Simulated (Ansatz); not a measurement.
# Property card for Co$_{3}$W

Co$_{3}$W:
```
CELL_PARAMETERS angstrom
      3.55054     0.00000     0.00000
      0.00000     3.55054     0.00000
      0.00000     0.00000     3.55054
ATOMIC_POSITIONS crystal
  Co 0.50000 0.50000 0.00000
  Co 0.00000 0.50000 0.50000
  Co 0.50000 0.00000 0.50000
  W  0.00000 0.00000 0.00000
```
The run is spin-polarised; directions of the spins, atom by atom: 0 0 0 0.

Space group Pm-3m (No. 221), Cu3Au type; conventional cell a = 3.5505 Å, b = 3.5505 Å, c = 3.5505 Å, α = 90.00°, β = 90.00°, γ = 90.00°.

Method: DFT-PBEsol in the program Ansatz with PAW potentials. The cell and atoms are relaxed at this level. Other levels are named where they apply.

### Cell and energy

- Volume per atom: 11.19 Å³
- Density: 13.38 g/cm³
- Formation energy from the elements (no fitted shifts): -0.097 eV/atom

### Electronic structure

- Electronic character = metallic (no gap)
- Density of states at the Fermi level = 0.72 states/eV per atom (mean over ±0.08 eV)

### Magnetism

Magnetic order: ferrimagnetic
Net moment: 0.14 μB per atom

### Mechanics

- Bulk modulus (Birch–Murnaghan fit) = 304 GPa
- Pressure derivative B′ = 4.6
- Mechanical stability = stable (all eigenvalues of C positive)
- Hill bulk and shear moduli = 307 and 168 GPa
- Young's modulus = 427 GPa
- Poisson's ratio = 0.27
- Debye temperature from the elastic constants = 525 K

The workflow started from a Materials Project entry (that database holds measured and hypothetical structures alike); the Crystallography Open Database copy checked does not list it. COD files the formula under space group No. 194. Its standing as an ambient phase is unchecked. The cell was relaxed with PBEsol under the symmetry of its start, as lowered by the spin order; whether a distortion lowers the energy is not shown. Magnetic state: ferrimagnetic, the only order run, not a proven ground state. As this level gives no gap, shear constants depend on the k-mesh and smearing (Fermi–Dirac, 0.1 eV here). Point labels and valley counts follow the cell and symmetry of the run, lower than the named group. The references are the lowest solids computed at this level, not always the standard phases. Spin–orbit coupling is left out wherever it is not named.

Potentials: the later of the program's two PAW sets.
